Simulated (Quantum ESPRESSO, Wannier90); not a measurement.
# SiO$_{2}$ (P2₁): Wannier90 run

Cell from Materials Project (mp-972808), symmetrised, no further relaxation. Not found in the COD (Crystallography Open Database) copy used, which has the formula in other groups; not checked further. Method: PBEsol plane waves in Quantum ESPRESSO 7.5 (PseudoDojo norm-conserving files, 68 Ry, no spin polarisation, no spin-orbit coupling), Bloch states on a 4×4×4 mesh through Γ, Wannier90 4.0.1. Density: 8×4×8 mesh, cold smearing 0.01 Ry.

On the energy scale of pw.x, whose zero is arbitrary, the valence-band maximum lies at 0.99 eV.

Input w.win:

```
num_bands = 8
num_wann = 8
exclude_bands = 1-8,17-69
num_iter = 1000
conv_tol = 1.0e-6
conv_window = 4
write_hr = true
write_u_matrices = true
auto_projections = true
begin unit_cell_cart
ang
    4.9307800000    0.0000000000    0.0000000000
    0.0000000000    8.1797100000    0.0000000000
   -2.3780530000    0.0000000000    4.4040310000
end unit_cell_cart
begin atoms_frac
Si  -0.4185400000 -0.0622200000  0.3494900000
Si   0.4185400000  0.4377800000 -0.3494900000
Si  -0.2542500000 -0.4363400000  0.3062200000
Si   0.2542500000  0.0636600000 -0.3062200000
O    0.4511800000 -0.0537300000 -0.4097800000
O   -0.4511800000  0.4462700000  0.4097800000
O   -0.3492200000 -0.2493100000  0.3094400000
O    0.3492200000  0.2506900000 -0.3094400000
O    0.1091100000 -0.4545800000 -0.4659000000
O   -0.1091100000  0.0454200000  0.4659000000
O   -0.3225000000 -0.4887100000 -0.0305600000
O    0.3225000000  0.0112900000  0.0305600000
end atoms_frac
mp_grid = 4 4 4
begin kpoints
0.0000000000 0.0000000000 0.0000000000
0.0000000000 0.0000000000 0.2500000000
0.0000000000 0.0000000000 0.5000000000
... (61 more lines: the 4x4x4 mesh through Gamma)
end kpoints
```

Input of pw2wannier90.x that gives the overlap and projection files (equivalent; here they were cut from one run over all bands):

```
&inputpp
  outdir = './out'
  prefix = 'pwscf'
  seedname = 'w'
  write_amn = .true.
  write_mmn = .true.
  scdm_proj = .true.
  scdm_entanglement = 'isolated'
/
```

Output w.wout (banner and timings cut):

```
                                    ------
                                    SYSTEM
                                    ------

                              Lattice Vectors (Ang)
                    a_1     4.930780   0.000000   0.000000
                    a_2     0.000000   8.179710   0.000000
                    a_3    -2.378053   0.000000   4.404031

                   Unit Cell Volume:     177.62492  (Ang^3)

                        Reciprocal-Space Vectors (Ang^-1)
                    b_1     1.274278  -0.000000   0.688074
                    b_2     0.000000   0.768143  -0.000000
                    b_3     0.000000   0.000000   1.426690

 *----------------------------------------------------------------------------*
 |   Site       Fractional Coordinate          Cartesian Coordinate (Ang)     |
 +----------------------------------------------------------------------------+
 | si   1  -0.41854  -0.06222   0.34949   |   -2.89483  -0.50894   1.53916    |
 | si   2   0.41854   0.43778  -0.34949   |    2.89483   3.58091  -1.53916    |
 | si   3  -0.25425  -0.43634   0.30622   |   -1.98186  -3.56913   1.34860    |
 | si   4   0.25425   0.06366  -0.30622   |    1.98186   0.52072  -1.34860    |
 | o    1   0.45118  -0.05373  -0.40978   |    3.19915  -0.43950  -1.80468    |
 | o    2  -0.45118   0.44627   0.40978   |   -3.19915   3.65036   1.80468    |
 | o    3  -0.34922  -0.24931   0.30944   |   -2.45779  -2.03928   1.36278    |
 | o    4   0.34922   0.25069  -0.30944   |    2.45779   2.05057  -1.36278    |
 | o    5   0.10911  -0.45458  -0.46590   |    1.64593  -3.71833  -2.05184    |
 | o    6  -0.10911   0.04542   0.46590   |   -1.64593   0.37152   2.05184    |
 | o    7  -0.32250  -0.48871  -0.03056   |   -1.51750  -3.99751  -0.13459    |
 | o    8   0.32250   0.01129   0.03056   |    1.51750   0.09235   0.13459    |
 *----------------------------------------------------------------------------*
                                ------------
                                K-POINT GRID
                                ------------

             Grid size =  4 x  4 x  4      Total points =   64

 *---------------------------------- MAIN ------------------------------------*
 |  Number of Wannier Functions               :                 8             |
 |  Number of Objective Wannier Functions     :                 8             |
 |  Number of input Bloch states              :                 8             |
 |  Output verbosity (1=low, 5=high)          :                 1             |
 |  Timing Level (1=low, 5=high)              :                 1             |
 |  Optimisation (0=memory, 3=speed)          :                 3             |
 |  Length Unit                               :               Ang             |
 |  Post-processing setup (write *.nnkp)      :                 F             |
 |  Using Gamma-only branch of algorithms     :                 F             |
 *----------------------------------------------------------------------------*
 *------------------------------- WANNIERISE ---------------------------------*
 |  Total number of iterations                :              1000             |
 |  Number of CG steps before reset           :                 5             |
 |  Trial step length for line search         :             2.000             |
 |  Convergence tolerence                     :         0.100E-05             |
 |  Convergence window                        :                 4             |
 |  Iterations between writing output         :                 1             |
 |  Iterations between backing up to disk     :               100             |
 |  Write r^2_nm to file                      :                 F             |
 |  Write xyz WF centres to file              :                 F             |
 |  Write on-site energies <0n|H|0n> to file  :                 F             |
 |  Use guiding centre to control phases      :                 F             |
 |  Use phases for initial projections        :                 F             |
 *----------------------------------------------------------------------------*
 *-------------------------------- PLOTTING ----------------------------------*
 |  Plotting Hamiltonian in WF basis          :                 T             |
 *----------------------------------------------------------------------------*

 *---------------------------------- K-MESH ----------------------------------*
 +----------------------------------------------------------------------------+
 |                    Distance to Nearest-Neighbour Shells                    |
 |                    ------------------------------------                    |
 |          Shell             Distance (Ang^-1)          Multiplicity         |
 |          -----             -----------------          ------------         |
 |             1                   0.192036                      2            |
 |             2                   0.356672                      2            |
 |             3                   0.362046                      2            |
 |             4                   0.368217                      2            |
 |             5                   0.384071                      2            |
 |             6                   0.405084                      4            |
 |             7                   0.409823                      4            |
 |             8                   0.415285                      4            |
       ... (lines left out)
 +----------------------------------------------------------------------------+
 | The b-vectors are chosen automatically                                     |
 | The following shells are used:                       1,  2,  3,  4         |
 +----------------------------------------------------------------------------+
 |                        Shell   # Nearest-Neighbours                        |
 |                        -----   --------------------                        |
 |                          1               2                                 |
 |                          2               2                                 |
 |                          3               2                                 |
 |                          4               2                                 |
 +----------------------------------------------------------------------------+
 | Completeness relation is fully satisfied [Eq. (B1), PRB 56, 12847 (1997)]  |
 +----------------------------------------------------------------------------+
 |                  b_k Vectors (Ang^-1) and Weights (Ang^2)                  |
 |                  ----------------------------------------                  |
 |            No.         b_k(x)      b_k(y)      b_k(z)        w_b           |
 |            ---        --------------------------------     --------        |
 |             1         0.000000    0.192036    0.000000    13.558326        |
 |             2         0.000000   -0.192036    0.000000    13.558326        |
 |             3         0.000000    0.000000    0.356672     2.700203        |
 |             4         0.000000    0.000000   -0.356672     2.700203        |
 |             5         0.318570    0.000000    0.172019     2.550646        |
 |             6        -0.318570    0.000000   -0.172019     2.550646        |
 |             7         0.318570    0.000000   -0.184654     2.376115        |
 |             8        -0.318570    0.000000    0.184654     2.376115        |
 +----------------------------------------------------------------------------+
 |                           b_k Directions (Ang^-1)                          |
 |                           -----------------------                          |
 |            No.           x           y           z                         |
 |            ---        --------------------------------                     |
 |             1         0.000000    0.192036    0.000000                     |
 |             2         0.000000    0.000000    0.356672                     |
 |             3         0.318570    0.000000    0.172019                     |
 |             4         0.318570    0.000000   -0.184654                     |
 +----------------------------------------------------------------------------+

 Starting a new Wannier90 calculation ...

 Reading overlaps from w.mmn

 Reading projections from w.amn

 *------------------------------- WANNIERISE ---------------------------------*
 +--------------------------------------------------------------------+<-- CONV
 | Iter  Delta Spread     RMS Gradient      Spread (Ang^2)            |<-- CONV
 +--------------------------------------------------------------------+<-- CONV

 ------------------------------------------------------------------------------
 Initial State
  WF centre and spread    1  ( -2.460800, -2.042322,  1.373258 )     1.42477158
  WF centre and spread    2  (  2.453668,  2.049267, -1.375436 )     1.40699570
  WF centre and spread    3  ( -3.180148,  3.738371,  1.835897 )     1.54849319
  WF centre and spread    4  (  3.183749, -0.361839, -1.839092 )     1.55836897
  WF centre and spread    5  (  1.661061, -3.786209, -2.081368 )     1.48615518
  WF centre and spread    6  (  1.581006,  0.072442,  0.141849 )     1.50466695
  WF centre and spread    7  (  0.717455,  0.311251, -2.322752 )     1.50201085
  WF centre and spread    8  ( -1.578900, -4.013706, -0.135983 )     1.47887846
  Sum of centres and spreads (  2.377091, -4.032747, -4.403628 )    11.91034088

      0     0.119E+02     0.0000000000       11.9103408817  <-- CONV
        O_D=      0.0167170 O_OD=      0.4214727 O_TOT=     11.9103409 <-- SPRD
 ------------------------------------------------------------------------------
      1    -0.254E+00     0.4078789812       11.6560175089  <-- CONV
        O_D=      0.0164987 O_OD=      0.1673676 O_TOT=     11.6560175 <-- SPRD
      2    -0.718E-01     0.3484394856       11.5842146516  <-- CONV
        O_D=      0.0126405 O_OD=      0.0994230 O_TOT=     11.5842147 <-- SPRD
      3    -0.228E-01     0.2798993818       11.5614256164  <-- CONV
        O_D=      0.0051209 O_OD=      0.0841535 O_TOT=     11.5614256 <-- SPRD
      4    -0.833E-02     0.1828135071       11.5530926556  <-- CONV
        O_D=      0.0027022 O_OD=      0.0782393 O_TOT=     11.5530927 <-- SPRD
      5    -0.238E-02     0.0992588715       11.5507134822  <-- CONV
        O_D=      0.0021354 O_OD=      0.0764269 O_TOT=     11.5507135 <-- SPRD
       ... (lines left out)
     17    -0.241E-06     0.0008537444       11.5498956233  <-- CONV
        O_D=      0.0020696 O_OD=      0.0756749 O_TOT=     11.5498956 <-- SPRD
     18    -0.968E-07     0.0005948488       11.5498955265  <-- CONV
        O_D=      0.0020695 O_OD=      0.0756748 O_TOT=     11.5498955 <-- SPRD
     19    -0.509E-07     0.0004774703       11.5498954756  <-- CONV
        O_D=      0.0020695 O_OD=      0.0756748 O_TOT=     11.5498955 <-- SPRD
             <<<     Delta < 1.000E-06  over  4 iterations     >>>
             <<< Wannierisation convergence criteria satisfied >>>
 Final State
  WF centre and spread    1  ( -2.457220, -2.041017,  1.372604 )     1.38330093
  WF centre and spread    2  (  2.457223,  2.048850, -1.372605 )     1.38328389
  WF centre and spread    3  ( -3.178789,  3.730785,  1.832558 )     1.49380995
  WF centre and spread    4  (  3.178790, -0.359070, -1.832558 )     1.49379751
  WF centre and spread    5  (  1.659609, -3.781587, -2.076500 )     1.43959806
  WF centre and spread    6  (  1.579162,  0.075231,  0.138861 )     1.45826033
  WF centre and spread    7  (  0.718442,  0.308266, -2.327534 )     1.43958516
  WF centre and spread    8  ( -1.579161, -4.014623, -0.138860 )     1.45825963
  Sum of centres and spreads (  2.378056, -4.033167, -4.404033 )    11.54989548

         Spreads (Ang^2)       Omega I      =    11.472151176
        ================       Omega D      =     0.002069533
                               Omega OD     =     0.075674767
    Final Spread (Ang^2)       Omega Total  =    11.549895476
```
